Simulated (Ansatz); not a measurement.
A trial cell of ZrTi5C6, before relaxation:

```
Zr Ti C
1.0
     3.38891    0.00000    0.00000
     0.00000    3.38891    0.00000
     0.00000    0.00000   14.37791
Zr Ti C
1 5 6
Direct
  0.50000 0.50000 0.00000
  0.00000 0.00000 0.83333
  0.00000 0.00000 0.16667
  0.50000 0.50000 0.33333
  0.00000 0.00000 0.50000
  0.50000 0.50000 0.66667
  0.00000 0.00000 0.00000
  0.50000 0.50000 0.16667
  0.00000 0.00000 0.33333
  0.50000 0.50000 0.50000
  0.00000 0.00000 0.66667
  0.50000 0.50000 0.83333
```

Level of theory: DFT PBE, scalar-relativistic, plane waves, PAW (Ansatz 0.2.0). Cutoff 420 eV, Gaussian smearing, Γ-centred meshes. Cell and atoms relax first on a coarse mesh and then on a finer one. In between, the cell is made exact in the group found at 0.06 Å. In metals the finer mesh still leaves noise of several meV/atom or more. The steps can't lower the symmetry of their start. No spin polarisation in the relaxation; trial moments died out in a coarse test.

A guess keeps its type if space group and coordination stay and the shape of the cell changes little (axis ratios within about 15 %, angles within 6°); the volume may change.

Q: Does it keep its structure type, or change into something else?

A: It keeps its type. The symmetry stays P4/mmm (No. 123). The volume per atom shrinks by 22.1 %, from 13.8 to 10.7 Å³. The shortest distance goes from 2.40 Å (Ti–C and Zr–C) to 2.13 Å (Ti–C). The ratio c/a of the conventional cell changes by a factor of 0.99. Counting neighbours within 15 % of an atom's shortest distance, the start has C 6, Ti 6, Zr 6 and the end C 6, Ti 6, Zr 6.

The last run used a 12×12×4 mesh (in the run's order of axes) for its 12-atom cell and Gaussian smearing of 0.10 eV. A structure relaxed within its symmetry needn't be a true minimum.
